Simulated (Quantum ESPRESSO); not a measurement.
Kohn-Sham bands of ZrO2 (anatase)

```
ZrO2
1.0
    0.00000    -4.01520     0.00000
    4.01520     0.00000     0.00000
   -2.00760     2.00760     5.34588
Zr O
2 4
Cartesian
  0.00000   0.00000   0.00000
  0.00000   2.00760   2.67294
  0.00000   0.00000  -2.15557
  0.00000   2.00760   0.51737
  2.00760   0.00000  -0.51737
  0.00000   0.00000   2.15557
```

Cell from Materials Project (mp-754403), symmetrised, no further relaxation. Not found in the COD (Crystallography Open Database) copy used, which has the formula in other groups; not checked further. Computed values, not measurements, from PBEsol: Quantum ESPRESSO (norm-conserving PseudoDojo potentials, cutoff 68 Ry, spinors with spin-orbit coupling) on a Γ-centred 4×4×4 mesh, then Wannier90. Density: 8×8×8 mesh, cold smearing 0.01 Ry.

Energies are relative to the valence-band maximum; weights are on the orthonormalised atomic waves of the pseudopotential files, averaged over the group. 48 electrons a cell are treated as valence.

| bands | from (eV) | to (eV) | filling | weight on atomic waves |
|---|---|---|---|---|
| 1–4 | -46.83 | -46.75 | filled | … |
| 5–8 | -26.38 | -26.04 | filled | … |
| 9–16 | -24.94 | -24.21 | filled | … |
| 17–24 | -16.44 | -14.65 | filled | … |
| 25–48 | -3.95 | 0.00 | filled | … |

Task: Which atomic shells make up each group?

Result: 
- 1–4, weight on atomic waves: Zr 4s 96 %
- 5–8, weight on atomic waves: Zr 4p 95 %
- 9–16, weight on atomic waves: Zr 4p 94 %
- 17–24, weight on atomic waves: O 2s 80 %, Zr 4d 10 %, Zr 4p 5 %
- 25–48, weight on atomic waves: O 2p 81 %, Zr 4d 15 %

The Kohn-Sham gap over both meshes and the path is 3.87 eV.
